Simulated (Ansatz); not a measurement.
GaNi3N:
```yaml
crystal:
  lattice:
    - [3.78434, 0.00000, 0.00000]
    - [0.00000, 3.78434, 0.00000]
    - [0.00000, 0.00000, 3.78434]
  atoms:
    - { symbol: Ga, position: [0.00000, 0.00000, 0.00000] }
    - { symbol: N, position: [0.50000, 0.50000, 0.50000] }
    - { symbol: Ni, position: [0.00000, 0.50000, 0.50000] }
    - { symbol: Ni, position: [0.50000, 0.50000, 0.00000] }
    - { symbol: Ni, position: [0.50000, 0.00000, 0.50000] }
```

Relaxed with PBE. Special points in fractions of this cell's reciprocal vectors: Γ (0.000, 0.000, 0.000); X (0.000, 0.500, 0.000); M (0.500, 0.500, 0.000); R (0.500, 0.500, 0.500).

**Question.** List the band energies nearest the Fermi level at these points for the program Ansatz at the PBE level (PAW).

**Answer.** In eV from the Fermi level; about four levels below and three above (degenerate sets whole), none deeper than 8.9 eV; points with the same levels are listed once.

```json
[
 {"k": "Γ", "below": "-0.87 -0.87 -0.87 -0.67", "above": "0.76 1.97 1.97 1.97"},
 {"k": "X", "below": "-1.23 -0.87 -0.74 -0.74", "above": "1.05 1.19 3.56 3.56"},
 {"k": "M", "below": "-1.02 -0.45 -0.45 -0.07", "above": "3.13 3.27 3.27"},
 {"k": "R", "below": "-1.30 -1.30 -0.85 -0.85 -0.85", "above": "0.67 0.71 0.71 0.71"}
]
```

Space group Pm-3m (anti-perovskite). A made-up cell: these elements were put on the sites of a structure type; neither database checked (COD, Materials Project) lists it. Whether it is the stable phase at ambient conditions was not checked. The PBE relaxation kept the symmetry of its start; whether a distortion lowers the energy is not shown. The workflow began spin-polarised and lost its moments. Spin–orbit coupling is left out wherever it is not named.

Potentials: the later of the program's two PAW sets.
